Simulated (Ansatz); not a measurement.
Cs$_{2}$SbF$_{5}$, in the lowest of the structures calculated here: Cmcm (No. 63), oS32; a = 6.643 Å, b = 14.340 Å, c = 7.164 Å, α = 90.00°, β = 90.00°, γ = 90.00°; Cs 4c (0.000, 0.240, 0.750); Cs 4c (0.000, 0.441, 0.250); Sb 4c (0.000, 0.089, 0.250); F 16h (0.223, 0.115, 0.051); F 4c (0.000, 0.226, 0.250). Method: r2SCAN (plane waves to 500 eV, PAW, scalar-relativistic; Ansatz, a program for electronic structure). Element references, the lowest calculated here: Sb (R-3m), Cs (Im-3m), F (R-3m, a generated molecular cell); gases are represented by their molecular solids.

Total energies (eV/atom, σ → 0; comparable only within this code, potentials and settings):

| phase | E (eV/atom) |
|---|---|
| Cs2SbF5 (Cmcm) | -2740.995 |
| Sb (R-3m) | -6499.126 |
| Cs (Im-3m) | -5685.926 |
| F (R-3m) | -806.898 |

What is the formation energy of this Cmcm form of Cs2SbF5 from the elements?

E_f = -2740.995 − [2 × (-5685.926) + 1 × (-6499.126) + 5 × (-806.898)] / 8 = -2.81 eV/atom (-22.5 eV per formula unit).

Static energies, no anion corrections, no zero-point energy. Values are rounded to 0.01 eV/atom. Spin-orbit coupling is missing from these energies, which matters for elements this heavy. The compounds carry no spin polarisation.
